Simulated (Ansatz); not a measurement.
# Work and stress of cleavage in Rh

Theory: DFT r2SCAN, scalar-relativistic, plane waves, PAW in Ansatz. Settings: plane waves to 500 eV, k-mesh 25×25×5 (Γ-centred), Gaussian smearing 0.15 eV. No spin polarisation. Energies are free energies at this smearing, counted from the undisturbed cell; pressure is positive in compression.

Zero of the scan (relaxed at this level; with this scan's settings it stands at 0.1 GPa):

```xyz
6
Lattice="1.9000 -1.9000 0.0000 1.9000 0.0000 -1.9000 7.5998 7.5998 7.5998" Properties=species:S:1:pos:R:3 pbc="T T T"
Rh    3.1665   -0.6334   -0.6334
Rh    6.9664    6.9664    6.9664
Rh    3.1665    1.2665    1.2665
Rh    6.9664    3.1665    3.1665
Rh    3.1665    3.1665    3.1665
Rh    6.9664    5.0664    5.0664
```

The cut lies on the cell's a–b face, a (1 1 1) plane (indices in the standard cell, whose axes needn't be the Cartesian ones shown) of area 6.25 Å², between layers 2.19 Å apart. Vector c is lengthened by d along the normal with the atoms' Cartesian places fixed: one unrelaxed cut a cell. The traction is positive where the two halves pull on each other.

| d (Å) | energy (J/m²) | traction (GPa) |
| --- | --- | --- |
| -0.30 | 1.26 | -99.1 |
| 0.00 | 0.00 | -0.1 |
| 0.50 | 1.25 | 34.2 |
| 1.00 | 2.75 | 24.0 |
| 2.00 | 4.13 | 6.5 |
| 3.00 | 4.47 | 1.5 |
| 6.00 | 4.56 | 0.0 |

Task: What are the work of separation and the cleavage stress, and do they fit the universal binding curve?

Result: The energy levels off near W ≈ 4.56 J/m² (the traction is down to 0.0 GPa), the energy of the two unrelaxed faces, 2.28 J/m² each on average. The largest sampled traction is 34.2 GPa at d = 0.50 Å, and a parabola through it and its two neighbours peaks at σ_max ≈ 35.9 GPa, d ≈ 0.64 Å. The curve E = W[1 − (1 + d/ℓ)exp(−d/ℓ)] peaks in traction at d = ℓ with σ_max = W/(eℓ); with 1 J/m² per Å = 10 GPa this W and σ_max give ℓ = 0.47 Å. A parabola through that curve at the same three d peaks at 0.63 Å, against 0.64 Å here, a fair fit. Real crystals break at far lower stress, because cracks concentrate it, and on the plane of lowest W, which needn't be this one.

The cut is rigid; relaxing the faces lowers these energies and usually the stresses.

In a metal these slopes depend on the k mesh and the smearing.

Cost: 7 runs of about 17 core-minutes in all, on AMD EPYC 7R43 (Zen 3) (shared hosts).